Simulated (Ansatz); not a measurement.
AgW:
```yaml
crystal:
  lattice:
    - [1.35150, -5.51996, 0.00000]
    - [1.35150, 5.51996, 0.00000]
    - [0.00000, 0.00000, 4.47834]
  atoms:
    - { symbol: Ag, position: [0.68584, 0.31416, 0.25000] }
    - { symbol: W, position: [0.94169, 0.05831, 0.25000] }
    - { symbol: Ag, position: [0.31416, 0.68584, 0.75000] }
    - { symbol: W, position: [0.05831, 0.94169, 0.75000] }
```

Relaxed with r²SCAN. Special points in fractions of this cell's reciprocal vectors: Γ (0.000, 0.000, 0.000); Y (-0.500, 0.500, 0.000); C0 (-0.265, 0.735, 0.000); Σ0 (0.265, 0.265, 0.000); Z (0.000, 0.000, 0.500); A0 (0.265, 0.265, 0.500); E0 (-0.265, 0.735, 0.500); T (-0.500, 0.500, 0.500); S (0.000, 0.500, 0.000); R (0.000, 0.500, 0.500).

Question: List the band energies nearest the Fermi level at these points for DFT-r²SCAN in the program Ansatz with PAW potentials.

Answer: In eV from the Fermi level; about four levels below and three above (degenerate sets whole), none deeper than 8.9 eV; points with the same levels are listed once.

| k | below | above |
|---|---|---|
| Γ | -3.96 -2.83 -2.47 -2.04 | 0.36 0.98 1.61 |
| Y | -3.01 -2.93 -1.89 -1.78 | 1.10 1.62 2.65 |
| C0 | -2.13 -1.65 -0.60 -0.49 | 0.05 0.53 0.55 |
| Z | -2.54 -2.54 -0.40 -0.40 | 1.81 1.81 2.61 2.61 |
| A0 | -2.19 -2.19 -1.06 -1.06 | 0.62 0.62 1.80 1.80 |
| T | -2.40 -2.40 -1.67 -1.67 | 1.98 1.98 3.45 3.45 |
| S | -2.18 -1.80 -1.00 -0.62 | 0.18 0.59 1.07 |
| R | -2.28 -2.28 -1.21 -1.21 | 0.35 0.35 2.41 2.41 |

Space group Cmcm. The start of the workflow was typed in or built on a structure type; neither database checked (COD, Materials Project) lists it. Whether it is the stable phase at ambient conditions was not checked. The cell was relaxed with r²SCAN under the symmetry of its start; whether a distortion lowers the energy is not shown. No spin polarisation was allowed. Its formation energy is positive at this level, so the cell may be metastable or incomplete. Scalar-relativistic: spin–orbit coupling is off unless named, which matters more the heavier the elements.

Potentials: the later of the program's two PAW sets.
